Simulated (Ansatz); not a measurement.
CuIr$_{2}$S$_{4}$ (spinel, Fd-3m) under volume change, plane-wave PAW r²SCAN (Ansatz code), shape and atoms relaxed at each volume.

| V (Å³/atom) | E − E(relaxed) (meV/atom) | P (GPa) |
|---|---|---|
| 15.550 | … | … |
| 16.063 | 27.1 | 9.06 |
| 16.576 | … | … |
| 17.088 | 0.0 | -0.01 |
| 17.601 | 5.7 | -3.43 |
| 18.114 | 21.3 | -6.24 |
| 18.626 | 45.2 | -8.55 |

Problem. Fill in the missing entries.

Solution. 
- 16.576, E − E(relaxed) (meV/atom): 6.3
- 16.576, P (GPa): 4.09
- 15.550, E − E(relaxed) (meV/atom): 65.4
- 15.550, P (GPa): 15.04

Problem. What does a third-order Birch–Murnaghan fit give for V₀, B₀ and B′?

Solution. V₀ = 17.09 Å³/atom, B₀ = 125 GPa, B′ = 5.3.

The first step of the workflow began from a Materials Project structure, measured or hypothetical; the Crystallography Open Database files this formula in space group No. 227, but the cells were not matched. Its standing as an ambient phase is unchecked. Symmetry was held in the r²SCAN relaxation; whether a distortion lowers the energy is not shown. No spin polarisation was allowed. Spin–orbit coupling is left out wherever it is not named.

Potentials: the later of the program's two PAW sets.
